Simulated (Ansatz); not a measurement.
**LiBi4: start and end of a relaxation**

Recipe of this trial structure of LiBi4: 5-, 6-connected net of one element, guests in its cages (P1, No. 1) (guest Li). Lengths were set from tabulated atomic sizes, so they are only a guess.

start.cif

```cif
data_structure
_symmetry_space_group_name_H-M 'P1'
_symmetry_Int_Tables_number 1
_cell_length_a 4.1733
_cell_length_b 4.3823
_cell_length_c 6.0932
_cell_angle_alpha 93.722
_cell_angle_beta 90.045
_cell_angle_gamma 90.832
_cell_volume 111.19
loop_
_atom_site_label
_atom_site_type_symbol
_atom_site_symmetry_multiplicity
_atom_site_Wyckoff_symbol
_atom_site_fract_x
_atom_site_fract_y
_atom_site_fract_z
_atom_site_occupancy
Li1 Li 1 a 0.50000 0.00000 0.75000 1
Bi1 Bi 1 a 0.50057 0.50005 0.49924 1
Bi2 Bi 1 a 0.48788 0.48878 0.00074 1
Bi3 Bi 1 a 0.00016 0.00000 0.49916 1
Bi4 Bi 1 a 0.01123 0.01178 0.00114 1
```

Method: Ansatz 0.2.0, DFT PBE, scalar-relativistic, plane waves, PAW. Cutoff 420 eV, Gaussian smearing, Γ-centred meshes. Cell and atoms relax first on a coarse mesh and then on a finer one. In between, the cell is made exact in the group found at 0.06 Å. In metals the finer mesh still leaves noise of several meV/atom or more. The steps can't lower the symmetry of their start. No spin polarisation.

end.cif

```cif
data_structure
_symmetry_space_group_name_H-M 'P2/m'
_symmetry_Int_Tables_number 10
_cell_length_a 4.7855
_cell_length_b 4.7649
_cell_length_c 6.8741
_cell_angle_alpha 90.000
_cell_angle_beta 90.902
_cell_angle_gamma 90.000
_cell_volume 156.73
loop_
_atom_site_label
_atom_site_type_symbol
_atom_site_symmetry_multiplicity
_atom_site_Wyckoff_symbol
_atom_site_fract_x
_atom_site_fract_y
_atom_site_fract_z
_atom_site_occupancy
Li1 Li 1 g 0.50000 0.00000 0.50000 1
Bi1 Bi 2 n 0.54131 0.50000 0.23132 1
Bi2 Bi 2 m 0.99640 0.00000 0.23438 1
```

The symmetry goes from P1 (No. 1) to P2/m (No. 10). The volume per atom grows by 41.0 %, from 22.2 to 31.3 Å³. The shortest distance goes from 2.55 Å (Li–Bi) to 3.00 Å (Li–Bi). The energy falls by about 0.60 eV/atom (the start's value is from the coarse mesh). The end is written in a standard setting, so origin, axes and order of atoms can differ from the start's.

- Volume per atom: 31.35 Å³
- Density: 8.93 g/cm³
- Energy over the elements: −0.10 eV/atom
- Gap on the 8×8×6 mesh of the 5-atom cell: 0 eV (a metal)

Formation energies are uncorrected and refer to the elements' standard structures at the same level. It lies below the elements, which doesn't yet make it stable against other compounds or structures.

The last run used Gaussian smearing of 0.10 eV. Spin–orbit coupling, which can matter for Bi, is left out. A structure relaxed within its symmetry needn't be a true minimum. In all, the 3 runs took 6.9 min on 1 thread of Arm Neoverse V2 (shared host).
